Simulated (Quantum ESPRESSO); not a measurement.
## Band energies of Ge

```xyz
2
Lattice="0.0000 2.8374 2.8374 2.8374 0.0000 2.8374 2.8374 2.8374 0.0000" Properties=species:S:1:pos:R:3 pbc="T T T"
Ge     0.0000     0.0000     0.0000
Ge     1.4187     1.4187     1.4187
```

PBEsol (Quantum ESPRESSO, PseudoDojo norm-conserving, 78 Ry, no spin-orbit coupling); path ΓXWKΓLUWLK,UX; energies in eV from the Fermi level.

```csv
k (1/Å),point,band 10,band 11,band 12,band 13,band 14,band 15,band 16,band 17
0.00,Γ,-24.62,-12.76,-0.13,-0.03,-0.03,-0.03,2.50,2.50
0.55,,-24.60,-11.76,-4.77,-2.06,-2.06,0.92,2.63,5.75
1.11,X,-24.58,-8.90,-8.90,-3.09,-3.09,0.64,0.64,9.38
1.66,W,-24.57,-8.80,-8.80,-3.92,-3.92,4.22,4.22,4.60
1.79,,-24.56,-9.12,-8.51,-4.16,-3.52,2.82,4.15,5.40
2.05,K,-24.56,-9.37,-8.31,-4.35,-2.65,1.05,3.98,7.08
2.37,,-24.57,-10.58,-6.96,-4.14,-1.76,1.75,5.13,5.38
2.91,,-24.60,-12.42,-3.06,-1.33,-0.28,1.47,2.88,2.97
3.23,Γ,-24.62,-12.76,-0.13,-0.03,-0.03,-0.03,2.50,2.50
3.55,,-24.60,-12.43,-3.23,-0.55,-0.55,0.84,3.18,3.18
4.08,,-24.59,-10.82,-7.41,-1.40,-1.40,0.08,3.68,3.68
4.19,L,-24.59,-10.69,-7.62,-1.43,-1.43,0.06,3.67,3.67
4.67,,-24.56,-9.92,-7.81,-4.20,-2.31,1.36,5.10,5.79
4.86,U,-24.56,-9.37,-8.31,-4.35,-2.65,1.05,3.98,7.08
5.16,,-24.56,-9.05,-8.57,-4.11,-3.64,3.18,4.20,5.16
5.25,W,-24.57,-8.80,-8.80,-3.92,-3.92,4.22,4.22,4.60
5.65,,-24.57,-10.18,-7.67,-3.75,-2.33,2.29,3.31,5.70
6.04,L,-24.59,-10.69,-7.62,-1.43,-1.43,0.06,3.67,3.67
6.21,,-24.58,-10.59,-7.61,-2.35,-1.59,0.94,3.51,4.03
6.63,,-24.56,-9.58,-8.10,-4.39,-2.52,1.17,4.62,6.45
6.72,K,-24.56,-9.37,-8.31,-4.35,-2.65,1.05,3.98,7.08
6.72,U,-24.56,-9.37,-8.31,-4.35,-2.65,1.05,3.98,7.08
7.11,X,-24.58,-8.90,-8.90,-3.09,-3.09,0.64,0.64,9.38
```

At this level the gap is closed or nearly so: along the path the highest valence and lowest conduction bands touch, or overlap by less than 0.6 eV, a zero-gap or semimetallic result; the valence top lies at Γ, the conduction bottom at Γ. Semilocal functionals close the gaps of some narrow-gap semiconductors, so this alone doesn't show that the compound has none.

Spin-orbit splittings are left out.

Geometry of the Materials Project entry, not relaxed at this level.
